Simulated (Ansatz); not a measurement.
A geometry of ZnAg away from equilibrium: the start of the relaxation of a generated cell, ZnAg placed in the AFLOW prototype AB_mC8_15_c_e (B26, as in CuO). Calculation: PBEsol (plane waves to 420 eV, PAW, scalar-relativistic; Ansatz, a program for electronic structure). Γ-centred k-mesh 10×10×6 on the run's cell (coarser than for final values), Fermi–Dirac smearing 0.05 eV.

```xyz
4
Lattice="2.8378 -2.0737 0.0000 2.8378 2.0737 0.0000 -2.5362 0.0000 5.3638" Properties=species:S:1:pos:R:3 pbc="T T T"
Ag     2.8378     0.0000     0.0000
Ag     1.5697     0.0000     2.6819
Zn     2.2037     1.3753     1.3409
Zn     0.9356    -1.3753     4.0228
```

Task: Predict the force on each atom, in eV/Å.

Result: 
```csv
atom,Fx,Fy,Fz
Ag1,0.00,0.00,0.00
Ag2,0.00,0.00,0.00
Zn3,0.00,11.04,0.00
Zn4,0.00,-11.04,0.00
```

Task: What is the pressure?

Result: +52.3 GPa, compression positive.

No spin polarisation in the result.

The run could not lose the symmetry of its start.
